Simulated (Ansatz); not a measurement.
Ansatz (a first-principles code) input:

Ansatz 0.2 input:
```yaml
crystal:
  lattice:
    - [4.1235904251, 0.0, 0.0]
    - [-2.0617952125, 3.5711340629, 0.0]
    - [0.0, 0.0, 7.3333589345]
  atoms:
    - { symbol: Pb, position: [0.0, 0.0, 0.0] }
    - { symbol: Pb, position: [0.0, 0.0, 0.5] }
    - { symbol: S, position: [0.3333333333, 0.6666666667, 0.25] }
    - { symbol: S, position: [0.6666666667, 0.3333333333, 0.75] }
kpoints:
  mp_grid: { grid: [6, 6, 3] }
hamiltonian:
  xc: hse06
  pseudopotentials: { azcp: { folder: ./paw }, kind: paw }
scf:
  n_extra_bands: 6
  occupations: { method: fixed }
output:
  eigenvalues: true
  eigenstates:
    e_range: [-9.0, 8.4]
    kpoints:
      - [0.0, 0.0, 0.0]  # VBM
      - [0.0, 0.5, 0.0]  # CBM
      - [0.0, 0.0, 0.0]  # GAMMA
      - [0.0, 0.0, 0.5]  # A
      - [0.3333333333, 0.3333333333, 0.0]  # K
      - [0.3333333333, 0.3333333333, 0.5]  # H
      - [0.5, 0.0, 0.0]  # M
      - [0.5, 0.0, 0.5]  # L
```

Output (shortened):

```
Pseudopotential: Pb, paw, valence charge 14
Pseudopotential: S, paw, valence charge 6
Functional definition: HSE06
davidson cushion auto → on  (no smearing: the cushion is to keep the highest requested band from converging to the state above it …
Crystal: 4 atoms, lattice volume = 107.990 Å³
Basis set: ecut = 420 eV, 2065 PW (Γ)
Bands: 26, of which v1, the nominal top of the filled ones, is band 20 counted from 1 (19 counted from 0)
Symmetry: 24 space group operations
Space group: P63/mmc (ITA 194), of the structure as read, at distance tolerance 4.8e-5 Å
k-points: 14 of 108
SCF iter   1: F=—  HF=-25624.298308 eV  |F-HF|=—  |Δ(HF+E_count)|=         —  Δρ=3.10e-2  dr2=2.41e0  ethr=1.00e-1  ⟨swp⟩=4.5  Hψ=1086  notcnv=0
preconditioner: auto → none
SCF iter   2: F=—  HF=-25623.844165 eV  |F-HF|=—  |Δ(HF+E_count)|=   4.54e-1  Δρ=1.80e-2  dr2=4.76e-1  ethr=6.01e-3  ⟨swp⟩=4.4  Hψ=1058  notcnv=0  defer=1
WARN: iter 2: σ=0 fill of 20 bands saw a band overlap (occupied 8.4201 eV > unoccupied 8.4166 eV) — on an unconverged iterate often a transient of an (band_overlap_at_count)
iter 3 solved again at ethr=9.14e-5 eV; its pass at ethr=1.19e-3 eV (dr2=3.65e-2 eV) is discarded
SCF iter   3: F=—  HF=-25623.723977 eV  |F-HF|=—  |Δ(HF+E_count)|=   1.20e-1  Δρ=6.46e-3  dr2=3.59e-2  ethr=9.14e-5  ⟨swp⟩=4.4  Hψ=1845  notcnv=0  defer=1
SCF iter   4: F=—  HF=-25623.728561 eV  |F-HF|=—  |Δ(HF+E_count)|=   4.58e-3  Δρ=5.97e-4  dr2=4.15e-4  ethr=8.97e-5  ⟨swp⟩=3.0  Hψ=869  notcnv=0
SCF iter   5: F=—  HF=-25623.728616 eV  |F-HF|=—  |Δ(HF+E_count)|=   5.44e-5  Δρ=3.17e-4  dr2=6.64e-5  ethr=1.04e-6  ⟨swp⟩=4.9  Hψ=1353  notcnv=0  defer=1
SCF iter   6: F=—  HF=-25623.728615 eV  |F-HF|=—  |Δ(HF+E_count)|=   3.22e-7  Δρ=1.57e-4  dr2=1.98e-5  ethr=1.66e-7  ⟨swp⟩=4.1  Hψ=1087  notcnv=0  defer=1
SCF iter   7: F=—  HF=-25623.728609 eV  |F-HF|=—  |Δ(HF+E_count)|=   6.11e-6  Δρ=4.46e-5  dr2=1.51e-6  ethr=4.94e-8  ⟨swp⟩=2.6  Hψ=826  notcnv=0  defer=4
SCF iter   8: F=-25623.728609 eV  HF=-25623.728609 eV  |F-HF|=3.08e-9  |Δ(HF+E_count)|=   2.59e-7  Δρ=4.00e-6  dr2=1.03e-8  ethr=3.78e-9  ⟨swp⟩=4.5  Hψ=1156  notcnv=0  defer=1
SCF 1 converged in 8 iterations: F = -25623.728609 eV  dr2 = 1.03e-8
Crystal: 4 atoms, lattice volume = 107.990 Å³
Exchange kernel: α = 0.2500, screened, ω = 0.2079 Å⁻¹, Wigner–Seitz truncation, v(0) = 1046.6630 eV·Å³, q-mesh 6×6×3, nearest image of the exchange supercell L …
Frozen-core exchange: fock
iter 1 solved again at ethr=6.85e-5 eV; its pass at ethr=1.00e-1 eV (dr2=2.74e-2 eV) is discarded
SCF iter   1: F=—  HF=-25631.663047 eV  |F-HF|=—  |Δ(HF+E_count)|=         —  Δρ=5.59e-3  dr2=3.17e-2  ethr=6.85e-5  ⟨swp⟩=5.2  Hψ=2111  notcnv=0
preconditioner: auto → none
SCF iter   2: F=—  HF=-25631.651877 eV  |F-HF|=—  |Δ(HF+E_count)|=   1.12e-2  Δρ=2.01e-3  dr2=4.45e-3  ethr=6.85e-5  ⟨swp⟩=2.1  Hψ=814  notcnv=0
SCF iter   3: F=—  HF=-25631.661933 eV  |F-HF|=—  |Δ(HF+E_count)|=   1.01e-2  Δρ=1.05e-3  dr2=1.89e-3  ethr=7.54e-6  ⟨swp⟩=3.8  Hψ=890  notcnv=0
SCF iter   4: F=—  HF=-25631.661351 eV  |F-HF|=—  |Δ(HF+E_count)|=   5.82e-4  Δρ=1.82e-4  dr2=5.75e-5  ethr=4.47e-6  ⟨swp⟩=3.3  Hψ=901  notcnv=0
SCF iter   5: F=—  HF=-25631.661482 eV  |F-HF|=—  |Δ(HF+E_count)|=   1.31e-4  Δρ=1.31e-4  dr2=3.71e-5  ethr=8.60e-8  ⟨swp⟩=4.9  Hψ=1163  notcnv=0
SCF iter   6: F=-25631.661473 eV  HF=-25631.661473 eV  |F-HF|=1.97e-8  |Δ(HF+E_count)|=   9.44e-6  Δρ=2.29e-5  dr2=3.32e-6  ethr=8.51e-8  ⟨swp⟩=3.0  Hψ=858  notcnv=0
SCF 2 stopped early in 6 iterations: F = -25631.661473 eV  dr2 = 3.32e-6
hybrid outer 1: dexx = +1.156e-2 eV, tail = 2.88e-5 eV
Crystal: 4 atoms, lattice volume = 107.990 Å³
Exchange kernel: α = 0.2500, screened, ω = 0.2079 Å⁻¹, Wigner–Seitz truncation, v(0) = 1046.6630 eV·Å³, q-mesh 6×6×3, nearest image of the exchange supercell L …
Frozen-core exchange: fock
SCF iter   1: F=—  HF=-25631.661189 eV  |F-HF|=—  |Δ(HF+E_count)|=         —  Δρ=2.49e-5  dr2=8.63e-7  ethr=3.60e-7  ⟨swp⟩=2.8  Hψ=829  notcnv=0
preconditioner: auto → none
iter 2 solved again at ethr=9.76e-11 eV; its pass at ethr=2.00e-9 eV (dr2=3.90e-8 eV) is discarded
SCF iter   2: F=-25631.661190 eV  HF=-25631.661190 eV  |F-HF|=8.82e-9  |Δ(HF+E_count)|=   4.69e-7  Δρ=9.58e-6  dr2=9.30e-8  ethr=9.76e-11  ⟨swp⟩=2.1  Hψ=2241  notcnv=0
SCF 3 converged in 2 iterations: F = -25631.661190 eV  dr2 = 9.30e-8
hybrid outer 2: dexx = +1.530e-7 eV, tail = 2.13e-7 eV, Δε = 3.39e-3 eV (about 4.37e-4 eV left of the loop's levels)
NSCF: frozen V_eff on 8 k-points
hybrid SCF converged: 2 outer / 8 inner (+8 warm-up), last move |dexx| = 1.53e-7 eV, tail = 2.13e-7 eV
Stability not checked (fock_operator)
Free energy (F): -25631.661190 eV
Frozen-core exchange: fock
Harris-Foulkes:  -25631.661190 eV  (|F-HF|=8.82e-9)
Internal energy: -25631.661190 eV  (E = F + TS)
E sigma→0 (E₀):  -25631.661190 eV
Fermi energy:    8.252790 eV
--- Per-component energies (eV) ---
  E_band       = -184.302066
  E_kinetic    = 791.083767
  E_local      = -2461.363965  (includes V_loc(G=0)·N_el)
  E_nonlocal   = 678.980137
  E_hartree    = 930.684466
  E_xc         = -472.480928
  E_vxc        = -354.301905  (∫ρ·V_xc dr)
  E_exx        = -84.939246  (= α·E_x^exact, valence–valence)
  E_paw        = -22040.195089  (= ΣΔE_a)
  E_vpaw       = -530.186671  (= ΣTr[D̂ρ^β])
  E_aug_tail   = -0.000015  (compensation charges beyond the density's cutoff)
  E_ewald      = -2973.905139
  E_core_change = 0.474821  (= ΣΔE_core)
  E_smearing   =  0.000000  (= −TS)
  E_closure    = 0.000000  (closes the sum)
  Σ components = -25631.661190   (vs F -25631.661190, Δ=3.64e-12)
  [band-id]    e_kinetic+e_local+e_nonlocal+2·e_hartree+e_vxc+2·e_exx+e_vpaw+e_augmentation_tail = -184.298212   (vs E_band -184.302066, Δ=3.85e-3)
--- Band table (eV; the first three rows and the last of 14) ---
  k-point 0: bands = ["-10.9747", "-10.9165", "-10.9165", "-10.8905", "-10.8905", "-10.8782", "-10.8782", "-10.8240", "-10.8240", "-10.8108", "-7.0923", "-5.9441", "-1.9798", "0.9513", "4.9658", "5.5500", "5.5500", "6.0033", "6.0033", "8.2528", "8.5842", …
  k-point 1: bands = ["-10.9333", "-10.9076", "-10.9076", "-10.8952", "-10.8952", "-10.8672", "-10.8672", "-10.8513", "-10.8396", "-10.8396", "-6.8726", "-6.3208", "-1.2622", "0.1394", "5.6502", "5.6662", "5.6662", "5.8934", "5.8934", "6.9375", "10.1352", …
  k-point 2: bands = ["-10.9687", "-10.9437", "-10.9094", "-10.8952", "-10.8850", "-10.8770", "-10.8734", "-10.8313", "-10.8254", "-10.8009", "-6.8662", "-5.7833", "-1.6716", "0.2951", "4.6555", "5.0841", "5.1478", "6.0091", "6.0481", "6.9562", "9.5834", …
  k-point 13: bands = ["-10.9552", "-10.9552", "-10.9016", "-10.8885", "-10.8885", "-10.8636", "-10.8636", "-10.8509", "-10.8509", "-10.8135", "-5.4556", "-5.4556", "-1.5020", "-0.5984", "3.0531", "3.0531", "4.4703", "5.1513", "5.1513", "6.7486", "9.3665", …
```

Cost: very roughly 3 core-minutes on shared cores.

The points marked VBM and CBM come from a semilocal run.

Space group P6_3/mmc (NiAs type). The start of the workflow was typed in or built on a structure type; neither database checked (COD, Materials Project) lists it. It is not the phase usual at ambient conditions (space group No. 225). The cell was relaxed with r²SCAN under the symmetry of its start; its stability against distortions is not shown here. Scalar-relativistic: spin–orbit coupling is off unless named, which matters more the heavier the elements.

Potentials: the earlier of the program's two PAW sets.

Ansatz is a plane-wave DFT program.
